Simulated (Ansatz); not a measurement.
WSi$_{2}$ (MoSi2 type, space group I4/mmm)

```
CELL_PARAMETERS angstrom
     -1.60128     1.60128     3.90784
      1.60128    -1.60128     3.90784
      1.60128     1.60128    -3.90784
ATOMIC_POSITIONS crystal
  W  0.00000 0.00000 0.00000
  Si 0.33453 0.33453 0.00000
  Si 0.66547 0.66547 0.00000
```

The relaxed cell is deformed in two ways at once: its volume V is scaled, and at that volume it is stretched along z (the c axis of the conventional cell) so that c/a changes. Fractional atomic positions are held.

All values below come from PBEsol (plane waves to 420 eV, PAW, scalar-relativistic; Ansatz, a first-principles code). k mesh 20×20×20 (Γ-centred), Fermi-Dirac smearing 0.05 eV. Stress and pressure are positive under compression. As the atoms are clamped, bonds stretch with the cell, which overstates energies and stresses. With partly filled bands, the response to shear is sensitive to the k mesh, so small differences along c/a are uncertain. Spin-orbit coupling is left out, though W is heavy. WSi2 is run without spin polarisation. WSi2 was relaxed with its symmetry unable to fall. 

```
σzz (GPa)             V/V₀ = 0.920  V/V₀ = 0.947  V/V₀ = 0.973  V/V₀ = 1.000  V/V₀ = 1.027  V/V₀ = 1.053  V/V₀ = 1.080
--------------------  ------------  ------------  ------------  ------------  ------------  ------------  ------------
(c/a)/(c/a)₀ = 0.880          90.3          75.9          63.0          51.6          41.6          32.6          24.7
(c/a)/(c/a)₀ = 0.920          64.4          51.8          40.6          30.9          22.3          14.7           8.0
(c/a)/(c/a)₀ = 0.960             ?          31.9          22.3          13.8           6.4           0.0          -5.6
(c/a)/(c/a)₀ = 1.000          25.7          15.9           7.4           0.0          -6.4         -11.9             ?
(c/a)/(c/a)₀ = 1.040          11.9             ?          -4.4         -10.8         -16.2         -20.9         -24.9
(c/a)/(c/a)₀ = 1.080           1.5          -6.4         -13.1         -18.8         -23.6         -27.7         -31.1
(c/a)/(c/a)₀ = 1.120          -6.5         -13.7         -19.7         -24.8         -29.1         -32.7             ?
```

**Question.** Fill in the missing entries.

**Answer.** 
- (c/a)/(c/a)₀ = 0.960, V/V₀ = 0.920: 43.0
- (c/a)/(c/a)₀ = 1.000, V/V₀ = 1.080: -16.6
- (c/a)/(c/a)₀ = 1.040, V/V₀ = 0.947: 3.1
- (c/a)/(c/a)₀ = 1.120, V/V₀ = 1.080: -35.7

(Under strain, the slope of the energy per volume gives the stress and its curvature an elastic modulus.)
